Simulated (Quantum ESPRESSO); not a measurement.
Mo5HfTaGa, input and log of a self-consistent run

A calculation, not a measurement. The program is pw.x of Quantum ESPRESSO 7.5 (plane-wave density functional theory). The cell is made up: eight metal atoms on a hexagonal close-packed lattice, with elements, volume, strain and displacements drawn at random and not relaxed, so it may be unstable or far from any real phase. PseudoDojo standard norm-conserving files set the functional (PBE unless stated); there is no spin polarisation or spin-orbit coupling, the Fermi-Dirac width of 0.25 eV means electrons at about 2900 K, and the masses in the input are unused placeholders. Heavy elements are run without spin-orbit coupling, which real alloys of them have. A spin test at this wide smearing found no moment, but such smearing suppresses magnetism that the real alloy may have.

Input:

```
&control calculation='scf', pseudo_dir='./dojo.nc.sr.pbe.v0_5.standard.upf', outdir='./o', disk_io='minimal', tprnfor=.true., tstress=.true. /
&system ibrav=0, nat=8, ntyp=4, nbnd=72, ecutwfc=84.00895049, nosym=.true., tot_charge=0,
 occupations='smearing', smearing='fd', degauss=0.0183746611
/
&electrons conv_thr=1.470e-08, electron_maxstep=70, mixing_beta=0.5 /
ATOMIC_SPECIES
Ga 1.0 Ga.upf
Hf 1.0 Hf.upf
Mo 1.0 Mo.upf
Ta 1.0 Ta.upf
CELL_PARAMETERS angstrom
-0.0408 -0.038 -4.5971
-0.0635 5.1209 0.0421
5.8758 -0.0733 0.0522
ATOMIC_POSITIONS angstrom
Mo -0.0452 0.0536 0.0111
Mo 2.9559 -0.0306 0.0713
Hf 1.4426 2.5896 0.0893
Ta 4.2899 2.4753 -0.0167
Mo 0.0673 1.717 -2.3115
Mo 2.8992 1.6925 -2.2906
Mo 1.3507 4.2055 -2.3545
Ga 4.3854 4.254 -2.0724
K_POINTS automatic
5 5 4 1 1 1
```

The log is shortened where brackets say so; the opening notice, blank lines, dates and the lines on written files are dropped, and the path of the files is cut. It prints rydbergs, bohrs and kilobars, and counts compression as positive stress. Its total energy is the free energy E - TS of the whole cell.

```
     Program PWSCF v.7.5
     Parallel version (MPI & OpenMP), running on       4 processor cores
     Number of MPI processes:                 4
     Threads/MPI process:                     1
     [start-up lines left out]
     bravais-lattice index     =            0
     lattice parameter (alat)  =       8.6879  a.u.
     unit-cell volume          =     933.1729 (a.u.)^3
     number of atoms/cell      =            8
     number of atomic types    =            4
     number of electrons       =       108.00
     number of Kohn-Sham states=           72
     kinetic-energy cutoff     =      84.0090  Ry
     charge density cutoff     =     336.0358  Ry
     scf convergence threshold =      1.5E-08
     mixing beta               =       0.5000
     number of iterations used =            8  plain     mixing
     Exchange-correlation= PBE
                           (   1   4   3   4   0   0   0)
     [axes and pseudopotential details left out]
   Cartesian axes
     site n.     atom                  positions (alat units)
         1        Mo     tau(   1) = (  -0.0098316   0.0116587   0.0024144  )
         2        Mo     tau(   2) = (   0.6429450  -0.0066559   0.0155086  )
         3        Hf     tau(   3) = (   0.3137835   0.5632702   0.0194239  )
         4        Ta     tau(   4) = (   0.9331066   0.5384086  -0.0036325  )
         5        Mo     tau(   5) = (   0.0146386   0.3734689  -0.5027800  )
         6        Mo     tau(   6) = (   0.6306121   0.3681398  -0.4982340  )
         7        Mo     tau(   7) = (   0.2937941   0.9147486  -0.5121331  )
         8        Ga     tau(   8) = (   0.9538791   0.9252979  -0.4507728  )
     number of k points=    50  Fermi-Dirac smearing, width (Ry)=  0.0184
                       cart. coord. in units 2pi/alat
        k(    1) = (   0.0998534   0.0918518  -0.1016528), wk =   0.0400000
        k(    2) = (   0.2955085   0.0942924  -0.1034095), wk =   0.0400000
     [further k points left out]
     Dense  grid:    97093 G-vectors     FFT dimensions: (  54,  60,  72)
     Estimated max dynamical RAM per process >     352.34 MB
     Estimated total dynamical RAM >       1.31 GB
     Initial potential from superposition of free atoms
     starting charge     107.9874, renormalised to     108.0000
     Starting wfcs are   79 randomized atomic wfcs
     total cpu time spent up to now is       10.5 secs
     per-process dynamical memory:   276.4 Mb
     Self-consistent Calculation
     iteration #  1     ecut=    84.01 Ry     beta= 0.50
     Davidson diagonalization with overlap
     ethr =  1.00E-02,  avg # of iterations =  2.4
     total cpu time spent up to now is       34.4 secs
     total energy              =   -1097.90084966 Ry
     estimated scf accuracy    <       1.62056143 Ry
     iteration #  2     ecut=    84.01 Ry     beta= 0.50
     Davidson diagonalization with overlap
     ethr =  1.50E-03,  avg # of iterations =  4.9
     total cpu time spent up to now is       60.7 secs
     total energy              =   -1097.88064525 Ry
     estimated scf accuracy    <       6.10071130 Ry
     iteration #  3     ecut=    84.01 Ry     beta= 0.50
     Davidson diagonalization with overlap
     ethr =  1.50E-03,  avg # of iterations =  2.2
     total cpu time spent up to now is       82.8 secs
     total energy              =   -1098.44274224 Ry
     estimated scf accuracy    <       1.53846068 Ry
     iteration #  4     ecut=    84.01 Ry     beta= 0.50
     Davidson diagonalization with overlap
     ethr =  1.42E-03,  avg # of iterations =  1.4
     total cpu time spent up to now is      101.7 secs
     total energy              =   -1098.57556996 Ry
     estimated scf accuracy    <       0.28511087 Ry
     iteration #  5     ecut=    84.01 Ry     beta= 0.50
     Davidson diagonalization with overlap
     ethr =  2.64E-04,  avg # of iterations =  3.4
     total cpu time spent up to now is      124.2 secs
     total energy              =   -1098.60149516 Ry
     estimated scf accuracy    <       0.12384723 Ry
     [iterations 6 to 15 left out]
     iteration # 16     ecut=    84.01 Ry     beta= 0.50
     Davidson diagonalization with overlap
     ethr =  1.35E-09,  avg # of iterations =  2.1
     total cpu time spent up to now is      349.2 secs
     total energy              =   -1098.62029525 Ry
     estimated scf accuracy    <       0.00000017 Ry
     iteration # 17     ecut=    84.01 Ry     beta= 0.50
     Davidson diagonalization with overlap
     ethr =  1.58E-10,  avg # of iterations =  2.5
     total cpu time spent up to now is      370.5 secs
     total energy              =   -1098.62029526 Ry
     estimated scf accuracy    <       0.00000017 Ry
     iteration # 18     ecut=    84.01 Ry     beta= 0.50
     Davidson diagonalization with overlap
     ethr =  1.58E-10,  avg # of iterations =  1.0
     total cpu time spent up to now is      389.3 secs
     total energy              =   -1098.62029528 Ry
     estimated scf accuracy    <       0.00000002 Ry
     iteration # 19     ecut=    84.01 Ry     beta= 0.50
     Davidson diagonalization with overlap
     ethr =  1.49E-11,  avg # of iterations =  3.1
     total cpu time spent up to now is      411.4 secs
     total energy              =   -1098.62029528 Ry
     estimated scf accuracy    <       0.00000005 Ry
     iteration # 20     ecut=    84.01 Ry     beta= 0.50
     Davidson diagonalization with overlap
     ethr =  1.49E-11,  avg # of iterations =  1.8
     total cpu time spent up to now is      430.9 secs
     End of self-consistent calculation
     [lines on levels left out]
!    total energy              =   -1098.62029528 Ry
     estimated scf accuracy    <          9.8E-10 Ry
     smearing contrib. (-TS)   =      -0.14819340 Ry
     internal energy E=F+TS    =   -1098.47210188 Ry
     The total energy is F=E-TS. E is the sum of the following terms:
     one-electron contribution =    -198.46627283 Ry
     hartree contribution      =     164.06829322 Ry
     xc contribution           =    -203.07236514 Ry
     ewald contribution        =    -861.00175713 Ry
     convergence has been achieved in  20 iterations
     Forces acting on atoms (cartesian axes, Ry/au):
     atom    1 type  3   force =     0.00640872    0.00794795    0.00289433
     atom    2 type  3   force =     0.00336834    0.00565946   -0.00132566
     atom    3 type  2   force =    -0.01960932   -0.01937287   -0.04977095
     atom    4 type  4   force =     0.03433191   -0.00165585    0.02969373
     atom    5 type  3   force =    -0.03470568   -0.01705750    0.01422544
     atom    6 type  3   force =     0.01872025   -0.02531553    0.01648925
     atom    7 type  3   force =     0.00500263    0.05065359    0.03717634
     atom    8 type  1   force =    -0.01351685   -0.00085926   -0.04938247
     Total force =     0.122531     Total SCF correction =     0.000099
     Computing stress (Cartesian axis) and pressure
          total   stress  (Ry/bohr**3)                   (kbar)     P=      -13.11
  -0.00024866   0.00003361   0.00000581          -36.58        4.94        0.85
   0.00003361  -0.00026795  -0.00001224            4.94      -39.42       -1.80
   0.00000581  -0.00001224   0.00024924            0.85       -1.80       36.66
     init_run     :      9.96s CPU     10.29s WALL (       1 calls)
     electrons    :    411.44s CPU    420.45s WALL (       1 calls)
     forces       :      2.99s CPU      3.03s WALL (       1 calls)
     stress       :     11.00s CPU     11.00s WALL (       1 calls)
     [timing details left out]
     PWSCF        :   7m15.57s CPU   7m25.07s WALL
     JOB DONE.
```

In other units: free energy -14947.491 eV for the cell, pressure -1.31 GPa, largest force component 1.302 eV/Å in size. The run took 447 s of wall time with four MPI processes on a shared machine (Intel Xeon, older, virtual cores), so the time is rough. A rerun of this cell at a higher cutoff and on a denser mesh moved values by no more than 0.005 eV in energy, 0.05 GPa in stress and 0.013 eV/Å in force, and a second program with other atomic files agreed on that cell to 2 % rms in force and 0.5 GPa in pressure.